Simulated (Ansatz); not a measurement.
A: Si (diamond), a = 5.444 Å, b = 5.444 Å, c = 5.444 Å, α = 90.00°, β = 90.00°, γ = 90.00°
B: Nb (bcc, W type), a = b = c = 3.303 Å, α = β = γ = 90.00°
C: HfN (rock salt), a = b = c = 4.5255 Å, α = β = γ = 90.00°
D: Eu (bcc, W type), a = 4.4472 Å, b = 4.4472 Å, c = 4.4472 Å, α = 90.00°, β = 90.00°, γ = 90.00°

Scan: energy against volume (even scaling of the relaxed cell, symmetry kept). All come from one method, each on a k mesh of its own. All were relaxed with their symmetry unable to fall. HfN is run without spin polarisation. Nb is run without spin polarisation. Relaxed Eu ends ferromagnetic. Spin-orbit coupling is left out. The relaxed volume of Eu is well below the measured one. The magnetic order is the one the run started from; other orders were not tried. (This holds for the magnetic or f-shell members.) The f-shell state is unchecked: a lower one may exist. (This holds for the magnetic or f-shell members.)

Task: Rank these by bulk modulus (fitted) (lowest first), as r2SCAN (plane waves to 500 eV, PAW, scalar-relativistic; Ansatz, an electronic-structure program) gives it.

Result: D (14.3 GPa), A (96.4 GPa), B (174 GPa), C (282 GPa)

(A scan under strain: stresses follow from slopes of the energy per volume, elastic moduli from its curvatures.)
